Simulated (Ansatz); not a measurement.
La3In: all-electron results

```
CELL_PARAMETERS angstrom
5.08540 0.00000 0.00000
0.00000 5.08540 0.00000
0.00000 0.00000 5.08540
ATOMIC_POSITIONS crystal
La 0.00000 0.50000 0.50000
La 0.50000 0.00000 0.50000
La 0.50000 0.50000 0.00000
In 0.00000 0.00000 0.00000
```

Atoms are numbered in the order listed.

The cell comes from COD entry 1538828, which wasn't checked; take it as a given geometry.

Spin–orbit coupling is left out, though it moves levels of the heavy atoms by tenths of an eV or more.

All numbers are computed: DFT, PBEsol, all-electron LAPW, scalar-relativistic (Ansatz 0.2.0); DFT, PBEsol, PAW with Ansatz's default frozen-core files, scalar-relativistic (Ansatz 0.2.0).

For LAPW: a Γ-centred 7×7×7 k mesh, Fermi–Dirac smearing of 0.05 eV, basis error target 1 meV/atom, no spin polarisation. PAW takes a cutoff of 420 eV at this cell (files made with PBE, cores remade for this functional). The Ansatz runs share mesh, smearing and spin set-up. Values come from LAPW unless marked.

```yaml
Band_gap: "none: bands cross the Fermi level, a metal"
Löwdin_charges_with_0.04_e_of_the_cell_spilling_out_of_the_atomic_basis_so_their_sizes_and_signs_hang_on_that_basis: La1 0.16, In4 -0.44 e
Pressure_at_this_cell: -26.3 kbar
Volume_per_atom: 32.88 Å³
```

Problem. Predict this quantity. Bader charges (from the PAW run).

Solution. La1 +0.46, In4 -1.38 e.

Problem. Density of states at the Fermi level (0.2 eV bin): what does the calculation give?

Solution. 7.48 states/eV per cell.
